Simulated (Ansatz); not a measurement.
Relaxed-ion elastic tensor of MnGe (rock salt, space group No. 225) in GPa (Voigt order), PBE in the plane-wave PAW code Ansatz; density 6.53 g/cm³, 16.21 Å³ per atom.

```
 147  51.8  51.8   0.0   0.0   0.0
51.8   147  51.8   0.0   0.0   0.0
51.8  51.8   147   0.0   0.0   0.0
 0.0   0.0   0.0  -6.0   0.0   0.0
 0.0   0.0   0.0   0.0  -6.0   0.0
 0.0   0.0   0.0   0.0   0.0  -6.0
```

Problem. Is the crystal mechanically stable?

Solution. No: the smallest eigenvalue of C is -6.0 GPa.

Space group Fm-3m (rock salt). A made-up cell: these elements were put on the sites of a structure type; neither database checked (COD, Materials Project) lists it. Whether it is the stable phase at ambient conditions was not checked. The cell was relaxed with PBE under the symmetry of its start. At this level the phase is mechanically unstable. The final state is ferromagnetic, chosen from 3 collinear starts compared on coarse meshes (ties went to the first, and starts can fall back to one state), not a proven ground state. As this level gives no gap, shear constants depend on the k-mesh and smearing (Fermi–Dirac, 0.1 eV here).

Potentials: the later of the program's two PAW sets.
